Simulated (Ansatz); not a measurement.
AlGaAs₂ in space group P-4m2 (No. 115; Ga on 1a, As on 2g, Al on 1c), DFT-r²SCAN in the program Ansatz with PAW potentials. The conduction-band minimum lies at R, with 2 equivalent valleys. Second derivatives d²E/dk² of the lowest band at one valley (eV·Å²), along Cartesian directions:

| direction | d²E/dk² |
|---|---|
| [100] | 70.35 |
| [010] | 24.75 |
| [001] | 49.86 |
| [110] | 47.57 |
| [101] | 60.11 |
| [011] | 37.21 |

Question: Find the principal effective masses, the density-of-states mass and the conductivity mass.

Answer: Off-diagonal terms follow from H_xy = H[110] − (H_xx + H_yy)/2, and m*/mₑ = 7.620 eV·Å² over each eigenvalue: 0.11, 0.15, 0.31. One valley's DOS mass (m₁m₂m₃)^(1/3) = 0.17, conductivity mass 3/(Σ 1/mᵢ) = 0.16 mₑ.

Question: What effective density of states Nc follows at 300 K for parabolic valleys?

Answer: Nc = 2.509e19 × 2 × (0.17)^(3/2) ≈ 3.5e18 cm⁻³.

The start of the workflow was typed in or built on a structure type; neither database checked (COD, Materials Project) lists it. Whether it is the stable phase at ambient conditions was not checked. The r²SCAN relaxation kept the symmetry of its start; whether a distortion lowers the energy is not shown. Scalar-relativistic: spin–orbit coupling is off unless named, which matters more the heavier the elements.

Potentials: the later of the program's two PAW sets.

Edges and masses are those of Kohn–Sham bands, whose gap is no quasiparticle gap.
